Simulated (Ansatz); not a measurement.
The following input was run with Ansatz 0.2.0.

```yaml
crystal:
  lattice:
    - [3.200625792, 0.0, 0.0]
    - [0.0, 3.200625792, 0.0]
    - [0.0, 0.0, 4.3748096444]
  atoms:
    - { symbol: Zr, position: [0.5, 0.5, 0.5] }
    - { symbol: Hg, position: [0.0, 0.0, 0.0] }
basis:
  ecutwfc: 500
kpoints:
  mp_grid: { grid: [14, 14, 10] }
hamiltonian:
  xc: r2scan
scf:
  occupations: { method: gaussian, width: 0.1 }
output:
  forces: true
  stress: true
  eigenvalues: true
relax:
  adjacent_minimum: "off"
  f_tol: 0.01
  max_steps: 30
  cell: { stress_tol: 0.1, fix: [volume] }
```

It can be run as
```bash
ansatz run input.yaml --threads 1 --pin off --backend cpu --events-out ev --progress --plain --runs-dir out  # memory cap (--max-ram) not shown
```

The calculation used DFT r2SCAN, scalar-relativistic, plane waves, PAW (Ansatz).

Abridged output (iterations and final results):

```
SCF iter   1: F=—  HF=-18023.280695 eV  |F-HF|=—  |Δ(HF+E_count)|=         —  Δρ=9.57e-3  dr2=8.11e-2  dr2_τ=1.35e-2  ethr=1.77e-3  ⟨swp⟩=4.7  Hψ=16717  notcnv=0
SCF iter   2: F=—  HF=-18023.293461 eV  |F-HF|=—  |Δ(HF+E_count)|=   1.28e-2  Δρ=5.44e-3  dr2=2.49e-2  dr2_τ=9.38e-4  ethr=2.53e-4  ⟨swp⟩=2.0  Hψ=6840  notcnv=0  defer=5
SCF iter   3: F=—  HF=-18023.290075 eV  |F-HF|=—  |Δ(HF+E_count)|=   3.39e-3  Δρ=1.33e-3  dr2=9.21e-4  dr2_τ=1.00e-4  ethr=7.77e-5  ⟨swp⟩=2.4  Hψ=6935  notcnv=0  defer=5
SCF iter   4: F=—  HF=-18023.290423 eV  |F-HF|=—  |Δ(HF+E_count)|=   3.48e-4  Δρ=4.90e-4  dr2=1.74e-4  dr2_τ=7.68e-6  ethr=2.88e-6  ⟨swp⟩=2.4  Hψ=7130  notcnv=0  defer=5
SCF iter   5: F=—  HF=-18023.290537 eV  |F-HF|=—  |Δ(HF+E_count)|=   1.14e-4  Δρ=1.69e-4  dr2=1.87e-5  dr2_τ=9.82e-7  ethr=5.43e-7  ⟨swp⟩=2.0  Hψ=5973  notcnv=0  defer=5
SCF iter   6: F=—  HF=-18023.290561 eV  |F-HF|=—  |Δ(HF+E_count)|=   2.35e-5  Δρ=6.26e-5  dr2=2.96e-6  dr2_τ=1.52e-7  ethr=5.83e-8  ⟨swp⟩=2.0  Hψ=6208  notcnv=0  defer=5
SCF iter   7: F=-18023.290562 eV  HF=-18023.290562 eV  |F-HF|=6.02e-8  |Δ(HF+E_count)|=   1.67e-6  Δρ=1.38e-5  dr2=7.26e-8  dr2_τ=5.34e-9  ethr=3.13e-10  ⟨swp⟩=3.3  Hψ=18476  notcnv=0
the search or the solves at the SCF's close seem to have found levels that the self-consistency loop had missed (the run counts 1). By its estimate they hold under 1e-12 electrons; where the run keeps them, the occupations were computed again with them
SCF 1 converged in 7 iterations: F = -18023.290562 eV  dr2 = 7.26e-8
relax step   1: F+E_penalty+E_count = -18023.29056229 eV  Δ(F+E_penalty+E_count) = +0.000e0 eV  max|allowed force component| = 1.302e-29 eV/Å  Δτ_max = 0.0000 Å  P = -5.634 GPa  Ω = 44.816 Å³  fix = [volume]  reactions: volume -5.634 GPa (7 SCF iters, dr2 threshold 1.00e-7 eV, accepted)
Initial density: handed on by an earlier stage of this run
Initial wavefunctions: those handed on with the density
SCF iter   1: F=—  HF=-18023.290321 eV  |F-HF|=—  |Δ(HF+E_count)|=         —  Δρ=2.45e-4  dr2=4.07e-5  dr2_τ=3.18e-4  ethr=1.86e-7  ⟨swp⟩=2.3  Hψ=21594  notcnv=0
SCF iter   2: F=—  HF=-18023.290646 eV  |F-HF|=—  |Δ(HF+E_count)|=   3.25e-4  Δρ=1.34e-4  dr2=1.28e-5  dr2_τ=5.43e-7  ethr=1.27e-7  ⟨swp⟩=2.0  Hψ=7319  notcnv=0
SCF iter   3: F=—  HF=-18023.290645 eV  |F-HF|=—  |Δ(HF+E_count)|=   7.96e-7  Δρ=4.46e-5  dr2=2.29e-6  dr2_τ=1.06e-7  ethr=4.01e-8  ⟨swp⟩=2.0  Hψ=4712  notcnv=0
SCF iter   4: F=—  HF=-18023.290644 eV  |F-HF|=—  |Δ(HF+E_count)|=   3.28e-7  Δρ=1.58e-5  dr2=1.40e-7  dr2_τ=7.05e-9  ethr=7.16e-9  ⟨swp⟩=2.2  Hψ=5349  notcnv=0
SCF iter   5: F=-18023.290644 eV  HF=-18023.290644 eV  |F-HF|=2.65e-9  |Δ(HF+E_count)|=   2.43e-8  Δρ=6.09e-6  dr2=2.28e-8  dr2_τ=1.28e-9  ethr=1.86e-10  ⟨swp⟩=4.2  Hψ=14920  notcnv=0
SCF 2 converged in 5 iterations: F = -18023.290644 eV  dr2 = 2.28e-8
relax step   2: F+E_penalty+E_count = -18023.29064446 eV  Δ(F+E_penalty+E_count) = -8.217e-5 eV  max|allowed force component| = 6.705e-30 eV/Å  Δτ_max = 0.0000 Å  P = -5.621 GPa  Ω = 44.816 Å³  energy of the carried Pulay correction = -1.553e-7 eV  fix = [volume]  reactions: volume -5.621 GPa (5 SCF iters, dr2 threshold 5.96e-8 eV, accepted)
Initial wavefunctions: pseudopotential atomic-orbital guess (no wavefunctions were taken with the density)
SCF iter   1: F=—  HF=-18023.290619 eV  |F-HF|=—  |Δ(HF+E_count)|=         —  Δρ=7.27e-5  dr2=6.51e-8  dr2_τ=2.51e-8  ethr=2.08e-8  ⟨swp⟩=3.0  Hψ=29342  notcnv=0
SCF iter   2: F=—  HF=-18023.290640 eV  |F-HF|=—  |Δ(HF+E_count)|=   2.13e-5  Δρ=3.69e-5  dr2=2.35e-8  dr2_τ=1.84e-7  ethr=2.03e-10  ⟨swp⟩=2.0  Hψ=6079  notcnv=0
SCF iter   3: F=—  HF=-18023.290647 eV  |F-HF|=—  |Δ(HF+E_count)|=   6.36e-6  Δρ=2.15e-6  dr2=2.08e-9  dr2_τ=3.73e-10  ethr=7.33e-11  ⟨swp⟩=2.0  Hψ=6749  notcnv=0
SCF iter   4: F=—  HF=-18023.290647 eV  |F-HF|=—  |Δ(HF+E_count)|=   9.54e-9  Δρ=6.90e-7  dr2=3.00e-10  dr2_τ=6.64e-11  ethr=6.51e-12  ⟨swp⟩=2.0  Hψ=5921  notcnv=0
SCF iter   5: F=-18023.290647 eV  HF=-18023.290647 eV  |F-HF|=7.28e-12  |Δ(HF+E_count)|=  9.68e-10  Δρ=2.02e-7  dr2=1.77e-11  dr2_τ=1.17e-12  ethr=1.00e-12  ⟨swp⟩=4.8  Hψ=15298  notcnv=0
SCF 3 converged in 5 iterations: F = -18023.290647 eV  dr2 = 1.77e-11
SCF converged after 5 iterations
Free energy (F): -18023.290647 eV
Harris-Foulkes:  -18023.290647 eV  (|F-HF|=7.28e-12)
Internal energy: -18023.281337 eV  (E = F + TS)
E sigma→0 (E₀):  -18023.285992 eV
Entropy (-TS):   -0.009309 eV (-4.655 meV/atom)
Fermi energy:    15.337666 eV
--- Per-component energies (eV) ---
  E_band       = -499.152473
  E_kinetic    = 933.159022
  E_local      = -3236.751467  (includes V_loc(G=0)·N_el)
  E_nonlocal   = 150.503020
  E_hartree    = 1330.151122
  E_xc         = -364.090738
  E_vxc        = -501.559679  (∫ρ·V_xc dr)
  E_paw        = -12939.959525  (= ΣΔE_a)
  E_vpaw       = -537.590890  (= ΣTr[D̂ρ^β])
  E_aug_tail   = 0.000385  (compensation charges beyond the density's cutoff)
  E_vtau       = 32.784879  (kinetic-family band-sum trace: ∫τ·v_τ [+ j·A + Jᵃ·Aᵃ] dr)
  E_ewald      = -3895.979487
  E_core_change = -0.313669  (= ΣΔE_core)
  E_smearing   = -0.009309  (= −TS)
--- Forces (eV/Å), atoms counted from 1 ---
  atom   1  Zr     0.00000000     0.00000000     0.00000000
  atom   2  Hg     0.00000000     0.00000000     0.00000000
--- Stress (GPa, compression-positive) ---
       -5.605235       0.000000       0.000000
        0.000000      -5.605235       0.000000
        0.000000       0.000000      -5.651731
  P = ⅓ Tr σ = -5.6207 GPa (-56.207 kbar)
--- Band table (eV; the first three rows and the last of 216) ---
  k-point 0: bands = ["-102.3493", "-50.1299", "-50.1232", "-50.1232", "-35.5485", "-13.0057", "-12.5192", "-12.5192", "6.5026", "6.9785", "7.3223", "8.0747", "8.0747", "8.4395", "14.4698", "14.7239", "16.5575", "18.5952", "18.5952", "19.7226"]
  k-point 1: bands = ["-102.3493", "-50.1300", "-50.1232", "-50.1232", "-35.5484", "-13.0091", "-12.5193", "-12.5193", "6.5737", "6.9848", "7.3791", "8.0809", "8.0809", "8.4405", "14.3373", "14.4428", "16.5688", "18.4409", "18.4409", "19.7142"]
  k-point 2: bands = ["-102.3493", "-50.1300", "-50.1232", "-50.1232", "-35.5480", "-13.0179", "-12.5195", "-12.5195", "6.7478", "7.0015", "7.5744", "8.0974", "8.0974", "8.4434", "13.4121", "14.3729", "16.5844", "18.0932", "18.0932", "19.6923"]
  k-point 215: bands = ["-102.3483", "-50.1436", "-50.1436", "-50.1266", "-35.4483", "-12.9898", "-12.9898", "-12.9096", "7.1777", "7.5410", "7.5410", "8.3024", "8.9862", "12.8293", "13.4254", "13.4254", "15.1661", "18.1347", "20.8710", "21.8056"]
--- Relaxed structure (2 steps of the walk, 2 accepted, 1 SCFs on fresh bases) ---
  F+E_penalty+E_count = -18023.29064679 eV   max|allowed force component| = 3.944e-31 eV/Å   (the final SCF, on the basis selected at the relaxed cell)
  cell:  # Å, volume = 44.8156 Å³
    - [3.20406171, 0.0, 0.0]
    - [0.0, 3.20406171, 0.0]
    - [0.0, 0.0, 4.36543188]
  atoms:
    - { symbol: Zr, position: [0.49999999, 0.49999999, 0.49999999] }
    - { symbol: Hg, position: [0.0, 0.0, 0.0] }
```

The relaxation met its thresholds.

Spin–orbit coupling is left out, which can shift energies with elements as heavy as these.